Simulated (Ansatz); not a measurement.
Given:

Sc$_{2}$C:
Space group P-3m1 (No. 164); a = 3.287 Å, b = 3.287 Å, c = 5.626 Å, α = 90.00°, β = 90.00°, γ = 120.00°

```
atom  site  symmetry       x       y       z
----  ----  --------  ------  ------  ------
Sc      2d       3m.  0.3333  0.6667  0.2828
C       1b      -3m.  0.0000  0.0000  0.5000
```

This is the PBEsol-relaxed structure.

Question: All from the program Ansatz at the PBEsol level (PAW), unless another level is named. Give the electronic character.

Answer: metallic (no gap).

Question: Predict the formation energy from the elements (no fitted shifts).

Answer: -0.46 eV/atom.

Question: Give the density of states at the Fermi level.

Answer: 1.1 states/eV per atom (mean over ±0.08 eV).

The workflow started from a Materials Project entry (that database holds measured and hypothetical structures alike); the Crystallography Open Database copy checked does not list it. Whether it is the stable phase at ambient conditions was not checked. Symmetry was held in the PBEsol relaxation. At this level the phase is mechanically unstable. No spin polarisation was allowed. The references are the lowest solids computed at this level, not always the standard phases.

Potentials: the later of the program's two PAW sets.
